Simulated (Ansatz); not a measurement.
# Phonon spectrum of TaRu5

These are results of DFT PBE, scalar-relativistic, plane waves, PAW in Ansatz, not measurements. Settings: 420 eV plane-wave cutoff, Γ-centred 12×12×8 mesh, Fermi-Dirac smearing of 0.15 eV. No spin polarisation. Phonons by linear response, acoustic sum rule imposed.

The cell, relaxed at this level:
```
Ta Ru
1.0
     4.79375    0.00000    0.00000
    -2.39687    4.15151    0.00000
     0.00000    0.00000    4.37278
Ta Ru
1 5
Cartesian
  0.0000 0.0000 2.1864
  -1.5686 2.7168 0.0000
  3.1371 0.0000 0.0000
  0.8283 1.4347 0.0000
  0.0000 2.7677 2.1864
  2.3969 1.3838 2.1864
```

The structure comes from a generated guess, relaxed at this level; another structure or a mixture of phases may lie lower. In a metal, frequencies and elastic constants depend on the k mesh and the smearing, soft modes and shear constants most. Spin–orbit coupling is left out, which matters for heavy elements. The q mesh is coarse, so values between its points are rough.

Force constants from linear response on a 2×2×2 q mesh.

**Question.** Is the structure dynamically stable on the q mesh?

**Answer.** Yes, on this mesh: no mode is imaginary.

**Question.** Give the frequencies (cm⁻¹) at the zone-boundary points of high symmetry (interpolated where a point lies off the q mesh).

**Answer.**
| point | q | frequencies |
| --- | --- | --- |
| M | 0.500 0.000 0.000 | 96 98 98 122 128 144 164 168 171 181 183 184 188 191 196 201 206 214 |
| K | 0.333 0.333 0.000 | 92 92 97 133 133 138 164 164 179 179 182 190 190 193 193 202 202 212 |
| A | 0.000 0.000 0.500 | 70 95 95 106 106 144 144 150 173 188 194 194 198 198 212 217 222 222 |
| L | 0.500 0.000 0.500 | 105 108 118 129 140 141 147 156 156 172 175 177 204 214 215 223 226 228 |
| H | 0.333 0.333 0.500 | 111 111 111 134 134 143 155 155 162 162 165 178 210 219 219 219 219 234 |
